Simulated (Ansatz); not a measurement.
## Tl (Im-3m), an elastic constant from a strain scan

All numbers below come from DFT PBEsol, scalar-relativistic, plane waves, PAW (Ansatz 0.2.0). The runs took a 420 eV cutoff, a Γ-centred 18×18×18 mesh and Gaussian smearing (0.15 eV). Spin–orbit coupling is left out, which can shift energies with elements as heavy as these. No spin polarisation. Energies are free energies at this smearing, counted from the undisturbed cell; pressure is positive in compression.

Reference structure (as given, not relaxed at this level; it stands at -0.8 GPa; this bcc form isn't the usual structure):

```
Tl
1.0
    -1.94100    1.94100    1.94100
     1.94100   -1.94100    1.94100
     1.94100    1.94100   -1.94100
Tl
1
Direct
  0.00000 0.00000 0.00000
```

The cell is strained by ε times the Voigt pattern (1, 1, 0, 0, 0, 0) (xx, yy, zz, yz, xz, xy; engineering shear) with fractional coordinates fixed. The cell holds 1 atom in V0 = 29.25 Å³. The stress column is τ = (1/V0) dE/dε, got from the stress tensor σ (compression positive) at each point as −det(1 + εP) σ : P(1 + εP)⁻¹, with P the pattern as a tensor.

| ε | ΔE (meV/atom) | τ (GPa) |
| --- | --- | --- |
| -0.1000 | 145.108 | -20.729 |
| -0.0750 | 68.412 | -13.174 |
| -0.0500 | 22.273 | -7.235 |
| -0.0250 | 0.922 | -2.266 |
| 0.0000 | 0.000 | 1.671 |
| 0.0250 | 14.611 | 4.594 |
| 0.0500 | 40.885 | 6.835 |
| 0.0750 | 76.346 | 8.632 |
| 0.0875 | 96.889 | 9.353 |
| 0.1000 | ? | ? |

Task: Which combination of elastic constants does this scan measure, and how large is it?

Result: For small ε, τ = τ0 + Kε with K = pᵀCp, which for this pattern is 2(C11 + C12) in the cubic axes. The parabola through τ at ε = -0.0250, 0 and 0.0250 has slope K = 137 GPa at zero. The energies per cell, E = NΔE, of the same two points give K = 2[E(ε₊)/ε₊ − E(ε₋)/ε₋]/[(ε₊ − ε₋)V0] = 136 GPa, in agreement.

Task: Predict the withheld row at ε = 0.1000 from the harmonic law, and compare.

Result: ΔE = V0(τ0 ε + Kε²/2)/N = 155.746 meV/atom and τ = 15.39 GPa. The calculation gives 118.943 meV/atom and 9.96 GPa: the energy lies 24 % below the harmonic value, as bonds soften when stretched.

In a metal these slopes depend on the k mesh and the smearing.